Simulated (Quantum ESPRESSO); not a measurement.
Ge7, input and log of a self-consistent run

Computed values, not a measurement. The program is pw.x of Quantum ESPRESSO 7.5 (plane-wave density functional theory). The cell is made up: 7 atoms on a zincblende/diamond lattice with one site empty, with randomly drawn elements, strain and displacements, not relaxed. PseudoDojo standard norm-conserving files (v0.5 for PBE, v0.4.1 for LDA and PBEsol) set the functional; there is no spin polarisation, spin-orbit coupling or dispersion term, and the masses in the input are unused placeholders. A spin-polarised start on this cell or one of its family kept no moment.

Input:

```
&control calculation='scf', pseudo_dir='./dojo.nc.sr.pbe.v0_5.standard.upf', outdir='./o', disk_io='medium', tprnfor=.true., tstress=.true. /
&system ibrav=0, nat=7, ntyp=1, nbnd=59, ecutwfc=77.98206166, nosym=.true., tot_charge=0,
 occupations='smearing', smearing='fd', degauss=0.0073498644
/
&electrons conv_thr=7.350e-09, electron_maxstep=60, /
ATOMIC_SPECIES
Ge 1.0 Ge.upf
CELL_PARAMETERS angstrom
5.5943 0.0425 0.0
0.0425 5.5943 0.0
0.0 0.0 5.5943
ATOMIC_POSITIONS angstrom
Ge -0.0439 -0.022 0.0273
Ge 0.0398 2.7823 2.7597
Ge 2.7326 0.0381 2.7875
Ge 1.4033 1.3824 1.4026
Ge 1.4707 4.2452 4.1029
Ge 4.2602 1.4224 4.2356
Ge 4.209 4.2448 1.3621
K_POINTS automatic
6 6 6 1 1 1
```

The log is shortened where brackets say so; the opening notice, blank lines, dates and the lines on written files are dropped, and the path of the files is cut. It prints rydbergs, bohrs and kilobars, and counts compression as positive stress.

```
     Program PWSCF v.7.5
     Parallel version (MPI & OpenMP), running on       1 processor cores
     Number of MPI processes:                 1
     Threads/MPI process:                     1
     [start-up lines left out]
     bravais-lattice index     =            0
     lattice parameter (alat)  =      10.5720  a.u.
     unit-cell volume          =    1181.4322 (a.u.)^3
     number of atoms/cell      =            7
     number of atomic types    =            1
     number of electrons       =        98.00
     number of Kohn-Sham states=           59
     kinetic-energy cutoff     =      77.9821  Ry
     charge density cutoff     =     311.9282  Ry
     scf convergence threshold =      7.3E-09
     mixing beta               =       0.7000
     number of iterations used =            8  plain     mixing
     Exchange-correlation= PBE
                           (   1   4   3   4   0   0   0)
     [axes and pseudopotential details left out]
   Cartesian axes
     site n.     atom                  positions (alat units)
         1        Ge     tau(   1) = (  -0.0078470  -0.0039325   0.0048798  )
         2        Ge     tau(   2) = (   0.0071142   0.4973312   0.4932915  )
         3        Ge     tau(   3) = (   0.4884474   0.0068103   0.4982607  )
         4        Ge     tau(   4) = (   0.2508374   0.2471015   0.2507122  )
         5        Ge     tau(   5) = (   0.2628850   0.7588219   0.7333861  )
         6        Ge     tau(   6) = (   0.7615031   0.2542515   0.7571059  )
         7        Ge     tau(   7) = (   0.7523512   0.7587504   0.2434729  )
     number of k points=   108  Fermi-Dirac smearing, width (Ry)=  0.0073
     Number of k-points >= 100: set verbosity='high' to print them.
     Dense  grid:   109861 G-vectors     FFT dimensions: (  60,  60,  60)
     Estimated max dynamical RAM per process >     150.94 MB
     Initial potential from superposition of free atoms
     starting charge      97.9942, renormalised to      98.0000
     Starting wfcs are   63 randomized atomic wfcs
     total cpu time spent up to now is       56.3 secs
     per-process dynamical memory:    89.7 Mb
     Self-consistent Calculation
     iteration #  1     ecut=    77.98 Ry     beta= 0.70
     Davidson diagonalization with overlap
     ethr =  1.00E-02,  avg # of iterations =  3.0
     Threshold (ethr) on eigenvalues was too large:
     Diagonalizing with lowered threshold
     Davidson diagonalization with overlap
     ethr =  9.48E-05,  avg # of iterations =  7.5
     total cpu time spent up to now is      299.4 secs
     total energy              =   -1250.30028795 Ry
     estimated scf accuracy    <       0.10633283 Ry
     iteration #  2     ecut=    77.98 Ry     beta= 0.70
     Davidson diagonalization with overlap
     ethr =  1.09E-04,  avg # of iterations =  2.0
     total cpu time spent up to now is      396.8 secs
     total energy              =   -1250.30585052 Ry
     estimated scf accuracy    <       0.02241518 Ry
     iteration #  3     ecut=    77.98 Ry     beta= 0.70
     Davidson diagonalization with overlap
     ethr =  2.29E-05,  avg # of iterations =  2.0
     total cpu time spent up to now is      510.5 secs
     total energy              =   -1250.31165313 Ry
     estimated scf accuracy    <       0.01028423 Ry
     iteration #  4     ecut=    77.98 Ry     beta= 0.70
     Davidson diagonalization with overlap
     ethr =  1.05E-05,  avg # of iterations =  2.0
     total cpu time spent up to now is      604.2 secs
     total energy              =   -1250.31347571 Ry
     estimated scf accuracy    <       0.00161317 Ry
     iteration #  5     ecut=    77.98 Ry     beta= 0.70
     Davidson diagonalization with overlap
     ethr =  1.65E-06,  avg # of iterations =  4.5
     total cpu time spent up to now is      714.9 secs
     total energy              =   -1250.31384772 Ry
     estimated scf accuracy    <       0.00009067 Ry
     iteration #  6     ecut=    77.98 Ry     beta= 0.70
     Davidson diagonalization with overlap
     ethr =  9.25E-08,  avg # of iterations =  2.3
     total cpu time spent up to now is      821.7 secs
     total energy              =   -1250.31386490 Ry
     estimated scf accuracy    <       0.00000503 Ry
     iteration #  7     ecut=    77.98 Ry     beta= 0.70
     Davidson diagonalization with overlap
     ethr =  5.13E-09,  avg # of iterations =  3.9
     total cpu time spent up to now is      956.0 secs
     total energy              =   -1250.31386628 Ry
     estimated scf accuracy    <       0.00000083 Ry
     iteration #  8     ecut=    77.98 Ry     beta= 0.70
     Davidson diagonalization with overlap
     ethr =  8.47E-10,  avg # of iterations =  2.1
     total cpu time spent up to now is     1051.5 secs
     total energy              =   -1250.31386643 Ry
     estimated scf accuracy    <       0.00000023 Ry
     iteration #  9     ecut=    77.98 Ry     beta= 0.70
     Davidson diagonalization with overlap
     ethr =  2.31E-10,  avg # of iterations =  2.0
     total cpu time spent up to now is     1149.5 secs
     total energy              =   -1250.31386649 Ry
     estimated scf accuracy    <       0.00000003 Ry
     iteration # 10     ecut=    77.98 Ry     beta= 0.70
     Davidson diagonalization with overlap
     ethr =  2.93E-11,  avg # of iterations =  2.7
     total cpu time spent up to now is     1259.0 secs
     total energy              =   -1250.31386650 Ry
     estimated scf accuracy    <          8.3E-09 Ry
     iteration # 11     ecut=    77.98 Ry     beta= 0.70
     Davidson diagonalization with overlap
     ethr =  8.51E-12,  avg # of iterations =  2.0
     total cpu time spent up to now is     1355.6 secs
     End of self-consistent calculation
     Number of k-points >= 100: set verbosity='high' to print the bands.
     the Fermi energy is     8.2280 ev
!    total energy              =   -1250.31386650 Ry
     estimated scf accuracy    <          7.5E-10 Ry
     smearing contrib. (-TS)   =      -0.00533994 Ry
     internal energy E=F+TS    =   -1250.30852656 Ry
     The total energy is F=E-TS. E is the sum of the following terms:
     one-electron contribution =    -714.61399279 Ry
     hartree contribution      =     419.12400228 Ry
     xc contribution           =    -305.37184070 Ry
     ewald contribution        =    -649.44669535 Ry
     convergence has been achieved in  11 iterations
     Forces acting on atoms (cartesian axes, Ry/au):
     atom    1 type  1   force =     0.04024161   -0.00780627   -0.00837340
     atom    2 type  1   force =    -0.01129556    0.01223228    0.01163153
     atom    3 type  1   force =     0.05912950    0.01619925    0.00106941
     atom    4 type  1   force =     0.00718317    0.02272190   -0.04260549
     atom    5 type  1   force =    -0.02190795   -0.03647657    0.05122448
     atom    6 type  1   force =    -0.04286355    0.02772333   -0.01396109
     atom    7 type  1   force =    -0.03048722   -0.03459392    0.00101456
     Total force =     0.132922     Total SCF correction =     0.000206
     Computing stress (Cartesian axis) and pressure
          total   stress  (Ry/bohr**3)                   (kbar)     P=       37.97
   0.00024069  -0.00002210  -0.00003349           35.41       -3.25       -4.93
  -0.00002210   0.00028319  -0.00017304           -3.25       41.66      -25.46
  -0.00003349  -0.00017304   0.00025051           -4.93      -25.46       36.85
     init_run     :     50.32s CPU     56.28s WALL (       1 calls)
     electrons    :   1195.78s CPU   1299.49s WALL (       1 calls)
     forces       :     12.84s CPU     12.99s WALL (       1 calls)
     stress       :     52.75s CPU     52.94s WALL (       1 calls)
     [timing details left out]
     PWSCF        :  21m52.06s CPU  23m42.83s WALL
     JOB DONE.
```

In other units: free energy -17011.387 eV for the cell, pressure 3.80 GPa, largest force component 1.520 eV/Å. A rerun of the same cell at another strain at 1347 eV and a 8 x 8 x 8 mesh moved values by no more than 0.006 eV in energy, 0.02 GPa in stress and 0.003 eV/Å in force.